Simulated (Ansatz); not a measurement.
Here is the system:

Hf₃AlN:
```
CELL_PARAMETERS angstrom
      1.65333    -5.67592     0.00000
      1.65333     5.67592     0.00000
      0.00000     0.00000     8.85525
ATOMIC_POSITIONS crystal
  Hf 0.62847 0.37153 0.45785
  Hf 0.37153 0.62847 0.54215
  Hf 0.37153 0.62847 0.95785
  Hf 0.62847 0.37153 0.04215
  Hf 0.95655 0.04345 0.25000
  Hf 0.04345 0.95655 0.75000
  Al 0.25332 0.74668 0.25000
  Al 0.74668 0.25332 0.75000
  N  0.00000 0.00000 0.50000
  N  0.00000 0.00000 0.00000
```

This is the r²SCAN-relaxed structure.

**Question.** All from the program Ansatz at the r²SCAN level (PAW), unless another level is named. Predict the electronic character.

**Answer.** metallic (no gap).

**Question.** Next, the density of states at the Fermi level?

**Answer.** 0.47 states/eV per atom (mean over ±0.08 eV).

**Question.** And the formation energy from the elements (no fitted shifts)?

**Answer.** -1.05 eV/atom.

Space group Cmcm. The first step of the workflow began from a Materials Project structure, measured or hypothetical; the Crystallography Open Database copy checked does not list it. Whether it is the stable phase at ambient conditions was not checked. The cell was relaxed with r²SCAN under the symmetry of its start; whether a distortion lowers the energy is not shown. The run is not spin-polarised. The references are the lowest solids computed at this level, not always the standard phases (solids in place of the gases). Scalar-relativistic: spin–orbit coupling is off unless named, which matters more the heavier the elements.

Potentials: the later of the program's two PAW sets.
